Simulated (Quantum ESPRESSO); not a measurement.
MgGa3SP3, finding a planted mistake in a log

Computed values, not a measurement. The program is pw.x of Quantum ESPRESSO 7.5 (plane-wave density functional theory). The cell is made up: 8 atoms on a zincblende/diamond lattice, with randomly drawn elements, strain and displacements, not relaxed. PseudoDojo standard norm-conserving files (v0.5 for PBE, v0.4.1 for LDA and PBEsol) set the functional; there is no spin polarisation, spin-orbit coupling or dispersion term, and the masses in the input are unused placeholders.

Intended input:

```
&control calculation='scf', pseudo_dir='./dojo.nc.sr.pbe.v0_5.standard.upf', outdir='./o', disk_io='medium', tprnfor=.true., tstress=.true. /
&system ibrav=0, nat=8, ntyp=4, nbnd=41, ecutwfc=84.00895049, nosym=.true., tot_charge=0,
 occupations='smearing', smearing='fd', degauss=0.0018374661
/
&electrons conv_thr=7.350e-09, electron_maxstep=60, /
ATOMIC_SPECIES
Ga 1.0 Ga.upf
Mg 1.0 Mg.upf
P 1.0 P.upf
S 1.0 S.upf
CELL_PARAMETERS angstrom
5.6116 -0.0604 0.0356
-0.0604 5.5428 -0.0349
0.0356 -0.0349 5.5396
ATOMIC_POSITIONS angstrom
Mg -0.0254 -0.0278 -0.0079
Ga -0.0121 2.7652 2.796
Ga 2.8111 -0.0335 2.7535
Ga 2.7766 2.7525 -0.0002
S 1.4049 1.359 1.4139
P 1.3919 4.1288 4.1315
P 4.2247 1.2684 4.146
P 4.1864 4.1048 1.3747
K_POINTS automatic
4 4 4 1 1 1
```

The log is shortened where brackets say so; the opening notice, blank lines, dates and the lines on written files are dropped, and the path of the files is cut. It prints rydbergs, bohrs and kilobars, and counts compression as positive stress. Where no state is partly filled, the Fermi energy that it prints is only some level between the filled and the empty states on the mesh, and need not lie in the true gap.

Log of the intended run:

```
     Program PWSCF v.7.5
     Parallel version (MPI & OpenMP), running on       1 processor cores
     Number of MPI processes:                 1
     Threads/MPI process:                     1
     [start-up lines left out]
     bravais-lattice index     =            0
     lattice parameter (alat)  =      10.6052  a.u.
     unit-cell volume          =    1162.5334 (a.u.)^3
     number of atoms/cell      =            8
     number of atomic types    =            4
     number of electrons       =        70.00
     number of Kohn-Sham states=           41
     kinetic-energy cutoff     =      84.0090  Ry
     charge density cutoff     =     336.0358  Ry
     scf convergence threshold =      7.3E-09
     mixing beta               =       0.7000
     number of iterations used =            8  plain     mixing
     Exchange-correlation= PBE
                           (   1   4   3   4   0   0   0)
     [axes and pseudopotential details left out]
   Cartesian axes
     site n.     atom                  positions (alat units)
         1        Mg     tau(   1) = (  -0.0045260  -0.0049536  -0.0014077  )
         2        Ga     tau(   2) = (  -0.0021561   0.4927265   0.4982147  )
         3        Ga     tau(   3) = (   0.5009054  -0.0059693   0.4906417  )
         4        Ga     tau(   4) = (   0.4947579   0.4904635  -0.0000356  )
         5        S      tau(   5) = (   0.2503369   0.2421580   0.2519406  )
         6        P      tau(   6) = (   0.2480204   0.7357042   0.7361853  )
         7        P      tau(   7) = (   0.7527925   0.2260142   0.7387691  )
         8        P      tau(   8) = (   0.7459679   0.7314277   0.2449556  )
     number of k points=    32  Fermi-Dirac smearing, width (Ry)=  0.0018
                       cart. coord. in units 2pi/alat
        k(    1) = (   0.1255919   0.1287274   0.1266384), wk =   0.0625000
        k(    2) = (   0.1240020   0.1303049   0.3799277), wk =   0.0625000
     [further k points left out]
     Dense  grid:   120885 G-vectors     FFT dimensions: (  64,  64,  64)
     Estimated max dynamical RAM per process >     163.80 MB
     Initial potential from superposition of free atoms
     starting charge      69.9907, renormalised to      70.0000
     Starting wfcs are   48 randomized atomic wfcs
     total cpu time spent up to now is       18.3 secs
     per-process dynamical memory:    93.3 Mb
     Self-consistent Calculation
     iteration #  1     ecut=    84.01 Ry     beta= 0.70
     Davidson diagonalization with overlap
     ethr =  1.00E-02,  avg # of iterations =  4.1
     Threshold (ethr) on eigenvalues was too large:
     Diagonalizing with lowered threshold
     Davidson diagonalization with overlap
     ethr =  5.66E-04,  avg # of iterations =  2.0
     total cpu time spent up to now is       95.2 secs
     total energy              =    -641.34525862 Ry
     estimated scf accuracy    <       0.39397531 Ry
     iteration #  2     ecut=    84.01 Ry     beta= 0.70
     Davidson diagonalization with overlap
     ethr =  5.63E-04,  avg # of iterations =  3.7
     total cpu time spent up to now is      132.3 secs
     total energy              =    -641.43855203 Ry
     estimated scf accuracy    <       0.14607249 Ry
     [iterations 3 to 8 left out]
     iteration #  9     ecut=    84.01 Ry     beta= 0.70
     Davidson diagonalization with overlap
     ethr =  1.81E-10,  avg # of iterations =  2.8
     total cpu time spent up to now is      417.5 secs
     total energy              =    -641.47240035 Ry
     estimated scf accuracy    <       0.00000003 Ry
     iteration # 10     ecut=    84.01 Ry     beta= 0.70
     Davidson diagonalization with overlap
     ethr =  3.81E-11,  avg # of iterations =  2.0
     total cpu time spent up to now is      458.4 secs
     End of self-consistent calculation
     [lines on levels left out]
     the Fermi energy is     6.7887 ev
!    total energy              =    -641.47240036 Ry
     estimated scf accuracy    <          2.1E-09 Ry
     smearing contrib. (-TS)   =      -0.00000000 Ry
     internal energy E=F+TS    =    -641.47240036 Ry
     The total energy is F=E-TS. E is the sum of the following terms:
     one-electron contribution =    -342.03244139 Ry
     hartree contribution      =     211.39021578 Ry
     xc contribution           =    -160.17491176 Ry
     ewald contribution        =    -350.65526300 Ry
     convergence has been achieved in  10 iterations
     Forces acting on atoms (cartesian axes, Ry/au):
     atom    1 type  2   force =     0.00873229    0.01643557   -0.00786706
     atom    2 type  1   force =    -0.02310228    0.01770689    0.00636025
     atom    3 type  1   force =     0.02265459   -0.02419229    0.01694618
     atom    4 type  1   force =     0.02177086    0.01239984   -0.02562355
     atom    5 type  4   force =     0.00405977    0.01056132    0.00057333
     atom    6 type  3   force =     0.01945575   -0.02394963   -0.01293234
     atom    7 type  3   force =    -0.02497630    0.02371657   -0.00628263
     atom    8 type  3   force =    -0.02859468   -0.03267828    0.02882580
     Total force =     0.095686     Total SCF correction =     0.000137
     Computing stress (Cartesian axis) and pressure
          total   stress  (Ry/bohr**3)                   (kbar)     P=        8.47
   0.00002703   0.00007393  -0.00009293            3.98       10.88      -13.67
   0.00007393   0.00006412  -0.00000713           10.88        9.43       -1.05
  -0.00009293  -0.00000713   0.00008164          -13.67       -1.05       12.01
     init_run     :     17.25s CPU     18.14s WALL (       1 calls)
     electrons    :    419.32s CPU    440.08s WALL (       1 calls)
     forces       :      5.39s CPU      5.46s WALL (       1 calls)
     stress       :     21.97s CPU     22.14s WALL (       1 calls)
     [timing details left out]
     PWSCF        :   7m44.25s CPU   8m 6.81s WALL
     JOB DONE.
```

A second run was made from an input with one planted mistake. Its log:

```
     Program PWSCF v.7.5
     Parallel version (MPI & OpenMP), running on       1 processor cores
     Number of MPI processes:                 1
     Threads/MPI process:                     1
     [start-up lines left out]
     bravais-lattice index     =            0
     lattice parameter (alat)  =      10.6052  a.u.
     unit-cell volume          =    1162.5334 (a.u.)^3
     number of atoms/cell      =            8
     number of atomic types    =            4
     number of electrons       =        70.00
     number of Kohn-Sham states=           41
     kinetic-energy cutoff     =      84.0090  Ry
     charge density cutoff     =     336.0358  Ry
     scf convergence threshold =      7.3E-09
     mixing beta               =       0.7000
     number of iterations used =            8  plain     mixing
     Exchange-correlation= PBE
                           (   1   4   3   4   0   0   0)
     [axes and pseudopotential details left out]
   Cartesian axes
     site n.     atom                  positions (alat units)
         1        Mg     tau(   1) = (  -0.0045260  -0.0049536  -0.0014077  )
         2        Ga     tau(   2) = (  -0.0021561   0.4927265   0.4982147  )
         3        Ga     tau(   3) = (   0.5009054  -0.0059693   0.4906417  )
         4        Ga     tau(   4) = (   0.4947579   0.4904635  -0.0000356  )
         5        S      tau(   5) = (   0.2503369   0.2421580   0.2519406  )
         6        P      tau(   6) = (   0.2480204   0.7357042   0.7361853  )
         7        P      tau(   7) = (   0.7527925   0.2260142   0.7387691  )
         8        P      tau(   8) = (   0.7459679   0.7314277   0.2449556  )
     number of k points=     1  Fermi-Dirac smearing, width (Ry)=  0.0018
                       cart. coord. in units 2pi/alat
        k(    1) = (  -0.5023676  -0.5149096  -0.5065537), wk =   2.0000000
     Dense  grid:   120885 G-vectors     FFT dimensions: (  64,  64,  64)
     Estimated max dynamical RAM per process >     163.80 MB
     Initial potential from superposition of free atoms
     starting charge      69.9907, renormalised to      70.0000
     Starting wfcs are   48 randomized atomic wfcs
     total cpu time spent up to now is        3.7 secs
     per-process dynamical memory:   100.2 Mb
     Self-consistent Calculation
     iteration #  1     ecut=    84.01 Ry     beta= 0.70
     Davidson diagonalization with overlap
     ethr =  1.00E-02,  avg # of iterations =  4.0
     Threshold (ethr) on eigenvalues was too large:
     Diagonalizing with lowered threshold
     Davidson diagonalization with overlap
     ethr =  9.92E-04,  avg # of iterations =  1.0
     total cpu time spent up to now is        6.9 secs
     total energy              =    -640.73838806 Ry
     estimated scf accuracy    <       0.68979243 Ry
     iteration #  2     ecut=    84.01 Ry     beta= 0.70
     Davidson diagonalization with overlap
     ethr =  9.85E-04,  avg # of iterations =  3.0
     total cpu time spent up to now is        8.7 secs
     total energy              =    -640.88780856 Ry
     estimated scf accuracy    <       0.27226480 Ry
     [iterations 3 to 9 left out]
     iteration # 10     ecut=    84.01 Ry     beta= 0.70
     Davidson diagonalization with overlap
     ethr =  1.16E-10,  avg # of iterations =  2.0
     total cpu time spent up to now is       23.0 secs
     total energy              =    -640.95565888 Ry
     estimated scf accuracy    <          8.1E-09 Ry
     iteration # 11     ecut=    84.01 Ry     beta= 0.70
     Davidson diagonalization with overlap
     ethr =  1.16E-11,  avg # of iterations =  3.0
     total cpu time spent up to now is       24.7 secs
     End of self-consistent calculation
     [lines on levels left out]
     the Fermi energy is     6.7888 ev
!    total energy              =    -640.95565888 Ry
     estimated scf accuracy    <          6.5E-10 Ry
     smearing contrib. (-TS)   =      -0.00000000 Ry
     internal energy E=F+TS    =    -640.95565888 Ry
     The total energy is F=E-TS. E is the sum of the following terms:
     one-electron contribution =    -341.80615416 Ry
     hartree contribution      =     211.97081894 Ry
     xc contribution           =    -160.46506067 Ry
     ewald contribution        =    -350.65526300 Ry
     convergence has been achieved in  11 iterations
     Forces acting on atoms (cartesian axes, Ry/au):
     atom    1 type  2   force =     0.00570484    0.01131638   -0.01028577
     atom    2 type  1   force =    -0.02499791    0.01886421    0.00772397
     atom    3 type  1   force =     0.02640870   -0.02399795    0.01953973
     atom    4 type  1   force =     0.02543463    0.01628806   -0.02864851
     atom    5 type  4   force =     0.00858701    0.01122383    0.00745547
     atom    6 type  3   force =     0.01725641   -0.02688873   -0.01085660
     atom    7 type  3   force =    -0.02719865    0.02687964   -0.01009091
     atom    8 type  3   force =    -0.03119503   -0.03368544    0.02516262
     Total force =     0.101951     Total SCF correction =     0.000071
     Computing stress (Cartesian axis) and pressure
          total   stress  (Ry/bohr**3)                   (kbar)     P=       64.63
   0.00042608   0.00009616  -0.00009814           62.68       14.15      -14.44
   0.00009616   0.00043644   0.00001116           14.15       64.20        1.64
  -0.00009814   0.00001116   0.00045542          -14.44        1.64       66.99
     init_run     :      3.41s CPU      3.56s WALL (       1 calls)
     electrons    :     20.31s CPU     20.98s WALL (       1 calls)
     forces       :      0.54s CPU      0.54s WALL (       1 calls)
     stress       :      1.81s CPU      1.91s WALL (       1 calls)
     [timing details left out]
     PWSCF        :     26.25s CPU     27.33s WALL
     JOB DONE.
```

Question: what was wrong in the second input?

Answer: the k-point mesh is too coarse. The input lines that differ, file-writing options aside:

```
- 4 4 4 1 1 1
+ 1 1 1 1 1 1
```

|  | intended run | run with the mistake |
| --- | --- | --- |
| free energy (eV) | -8727.677 | -8720.646 |
| smearing term -TS (eV) | 0.0000 | 0.0000 |
| pressure (GPa) | 0.85 | 6.46 |
| largest force component (eV/Å) | 0.840 | 0.866 |
| largest change of a force component (eV/Å) |  | 0.177 |
| iterations | 10 | 11 |

For scale, a rerun of the intended cell at 1437 eV and a 6 x 6 x 6 mesh moved values by no more than 0.007 eV in energy, 0.02 GPa in stress and 0.003 eV/Å in force.